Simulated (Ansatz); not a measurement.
TiRu:
```
TiRu
1.0
    3.04561     0.00000     0.00000
    0.00000     3.04561     0.00000
    0.00000     0.00000     3.04561
Ti Ru
1 1
Direct
  0.50000   0.50000   0.50000
  0.00000   0.00000   0.00000
```

Relaxed with PBEsol. Special points in fractions of this cell's reciprocal vectors: Γ (0.000, 0.000, 0.000); X (0.000, 0.500, 0.000); M (0.500, 0.500, 0.000); R (0.500, 0.500, 0.500).

**Question.** List the band energies nearest the Fermi level at these points for PBEsol in the plane-wave PAW code Ansatz.

**Answer.** In eV from the Fermi level; about four levels below and three above (degenerate sets whole), none deeper than 8.9 eV; … stands for higher levels left out; points with the same levels are listed once.

```json
[
 {"k": "Γ", "below": "-5.20 -5.20 -1.61 -1.61 -1.61", "above": "1.47 1.47 …"},
 {"k": "X", "below": "-1.86 -1.86 -1.07 -0.63", "above": "0.58 0.58 1.85"},
 {"k": "M", "below": "-5.22 -5.00 -3.26 -3.26", "above": "0.42 0.88 1.24 1.24"},
 {"k": "R", "below": "-3.61 -3.61 -3.61 -1.56 -1.56 -1.56", "above": "0.51 0.51 2.92 2.92"}
]
```

Space group Pm-3m (CsCl type). The workflow started from an entry of the Crystallography Open Database (COD). Whether it is the stable phase at ambient conditions was not checked. The PBEsol relaxation kept the symmetry of its start; whether a distortion lowers the energy is not shown. The run is not spin-polarised. Scalar-relativistic: spin–orbit coupling is off unless named, which matters more the heavier the elements.

Potentials: the later of the program's two PAW sets.
